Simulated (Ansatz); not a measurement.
Starting cell, ZnSe (zinc blende):

```
ZnSe
1.0
    0.00000     2.83273     2.83273
    2.83273     0.00000     2.83273
    2.83273     2.83273     0.00000
Se Zn
1 1
Direct
  0.75000   0.75000   0.75000
  0.00000   0.00000   0.00000
```

Scan: atom 1 (Se, nearest neighbour Zn at 2.453 Å; its periodic images, 4.0 Å or more away, move with it) is displaced along Cartesian x, direction (1.000, 0.000, 0.000) in Cartesian axes, by s. The other atoms stay.

All values below come from r2SCAN (plane waves to 500 eV, PAW, scalar-relativistic; Ansatz, a program for electronic structure). k mesh 8×8×8 (Γ-centred), Fermi-Dirac smearing 0.05 eV. The energy includes the smearing's −TS. ZnSe was relaxed with its symmetry unable to fall. The zero of ΔE is the undisplaced structure.

```csv
s (Å),ΔE (meV/cell)
-0.490,617
-0.392,405
-0.294,232
-0.196,104
-0.098,26
0.000,0
0.098,26
0.196,104
0.294,232
0.392,405
0.490,617
```

Question: What force constant k = d²E/ds² at s = 0 does the table give?

Answer: 5.5 eV/Å². It is the second difference of the nearest points, corrected with the next pair.

Question: With k = 5.49 eV/Å² from the forces, is the well harmonic out to s = 0.490 Å?

Answer: ½ks² = 660 meV/cell against the computed 617 meV/cell, so the well is softer than harmonic there.

(A displaced cell: forces are minus the slopes of the energy, force constants its curvatures, and phonons follow from these.)
